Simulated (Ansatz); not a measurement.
**An elastic constant from a strain scan in WS2**

The calculation used DFT PBEsol+D3(BJ), scalar-relativistic, plane waves, PAW in Ansatz. Cutoff 420 eV, Γ-centred 12×12×4 k-points, Gaussian smearing of 0.05 eV. Spin–orbit coupling is left out, which can shift energies with elements as heavy as these. No spin polarisation. Energies are free energies at this smearing, counted from the undisturbed cell; pressure is positive in compression.

The starting cell (relaxed at this level):

```
W S
1.0
     3.11473    0.00000    0.00000
    -1.55736    2.69743    0.00000
     0.00000    0.00000   11.77225
W S
2 4
Direct
  0.33333 0.66667 0.25000
  0.66667 0.33333 0.75000
  0.33333 0.66667 0.61645
  0.66667 0.33333 0.11645
  0.33333 0.66667 0.88355
  0.66667 0.33333 0.38355
```

The cell is strained by ε times the Voigt pattern (1, 1, 0, 0, 0, 0) (xx, yy, zz, yz, xz, xy; engineering shear) with fractional coordinates fixed. The cell holds 6 atoms in V0 = 98.91 Å³. The stress column is τ = (1/V0) dE/dε, got from the stress tensor σ (compression positive) at each point as −det(1 + εP) σ : P(1 + εP)⁻¹, with P the pattern as a tensor.

| ε | ΔE (meV/atom) | τ (GPa) |
| --- | --- | --- |
| -0.0600 | 180.978 | -63.252 |
| -0.0450 | 97.892 | -44.755 |
| -0.0300 | 41.859 | -28.164 |
| -0.0150 | 10.075 | -13.300 |
| 0.0000 | 0.000 | -0.004 |
| 0.0150 | 9.334 | 11.873 |
| 0.0300 | 35.989 | 22.464 |
| 0.0450 | 78.073 | 31.887 |
| 0.0525 | 104.357 | 36.195 |
| 0.0600 | ? | ? |

Task: Which combination of elastic constants does this scan measure, and how large is it?

Result: For small ε, τ = τ0 + Kε with K = pᵀCp, which for this pattern is C11 + C22 + 2 C12 in the Cartesian frame shown. The parabola through τ at ε = -0.0150, 0 and 0.0150 has slope K = 839 GPa at zero. The energies per cell, E = NΔE, of the same two points give K = 2[E(ε₊)/ε₊ − E(ε₋)/ε₋]/[(ε₊ − ε₋)V0] = 838 GPa, in agreement. These are clamped-ion values.

Task: Predict the withheld row at ε = 0.0600 from the harmonic law, and compare.

Result: ΔE = V0(τ0 ε + Kε²/2)/N = 155.378 meV/atom and τ = 50.34 GPa. The calculation gives 133.869 meV/atom and 40.25 GPa: the energy lies 14 % below the harmonic value, as bonds soften when stretched.

Forces appear on the atoms along this scan, and letting them relax would lower the energy and soften the response.

Cost: 10 runs of about 1.5 core-minutes in all, on Intel Xeon Platinum 8259CL (Skylake/Cascade Lake) (shared hosts).